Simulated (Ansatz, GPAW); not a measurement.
Given: the input of a run of Ansatz 0.2.0 on Cd2S. The cell comes from a database or a generator and needn't be the stable form of this composition.

input.yaml

```yaml
crystal:
  lattice:
    - [3.962670049, 0.0, 0.0]
    - [-1.9813350245, 3.4317729293, 0.0]
    - [0.0, 0.0, 5.809192]
  atoms:
    - { symbol: Cd, position: [0.3333333333, 0.6666666667, 0.932717] }
    - { symbol: Cd, position: [0.6666666667, 0.3333333333, 0.578735] }
    - { symbol: S, position: [0.3333333333, 0.6666666667, 0.365705] }
hamiltonian:
  xc: pbesol
  pseudopotentials: { kind: paw }
kpoints:
  mp_grid: { grid: [8, 8, 5] }
scf:
  occupations: { method: fermi_dirac, width: 0.05 }
output:
  forces: true
  stress: true
  eigenvalues: true
```

Potentials or basis: Ansatz PAW.

Run with:

```sh
$ ansatz run input.yaml --threads 1 --pin off --max-ram 3584MiB --backend cpu --events-out ev --progress --plain --runs-dir out
```

Question: Translate it to GPAW 26.7.0 (ASE script). Potentials or basis there: PAW data sets generated for this functional, cutoff 600 eV.

Answer: As run (cutoffs and basis follow the program's own potentials, and thresholds, step limits or extra output files can differ):

File run.py:

```python
from ase import Atoms
from ase.dft.bandgap import bandgap
from ase.io import write
from ase.units import GPa
from gpaw import GPAW, PW, setup_paths

setup_paths.insert(0, '.')

atoms = Atoms(['Cd', 'Cd', 'S'],
              cell=[[3.962670049, 0.0, 0.0],
                    [-1.9813350245, 3.4317729293, 0.0],
                    [0.0, 0.0, 5.809192]],
              scaled_positions=[[0.3333333333, 0.6666666667, 0.932717],
                                [0.6666666667, 0.3333333333, 0.578735],
                                [0.3333333333, 0.6666666667, 0.365705]],
              pbc=True)

calc = GPAW(mode=PW(600),
            xc='PBEsol',
            kpts={'size': (8, 8, 5), 'gamma': True},
            occupations={'name': 'fermi-dirac', 'width': 0.05},
            nbands=26,
            convergence={'density': 1e-05, 'energy': 1e-05},
            maxiter=150,
            txt='gpaw.txt')
atoms.calc = calc
energy = atoms.get_potential_energy()
forces = atoms.get_forces()
stress = atoms.get_stress()
calc.write('gs.gpw')
write('result.traj', atoms)
print(f'Energy: {energy:.6f} eV')
print('Forces (eV/A):')
print(forces.round(4))
print('Stress (GPa):', (stress / GPa).round(3))
print('Fermi level:', round(calc.get_fermi_level(), 4), 'eV')
print(f'Gap: {bandgap(calc)[0]:.4f} eV, direct: {bandgap(calc, direct=True)[0]:.4f} eV')
```

Potentials or basis: PAW data sets generated in the run's folder for this functional, pw.

Run with:

```console
$ gpaw-setup -f PBEsol Cd S
$ OMP_NUM_THREADS=1 python run.py
```

Both were run:

|  | Ansatz | GPAW |
| --- | --- | --- |
| Pressure | -3.0 GPa | -3.3 GPa |
| Largest force | 0.145 eV/Å | 0.138 eV/Å |

Ansatz's pressure holds a Pulay term of +0.02 GPa for its cutoff of 420 eV, which the other run lacks.

The potentials hold 46 and 30 valence electrons a cell.

Ansatz's potentials were made for PBE.

Where Ansatz's input types no cutoff or centring, it takes its own default and a Γ-centred mesh.

Pressure is positive in compression.
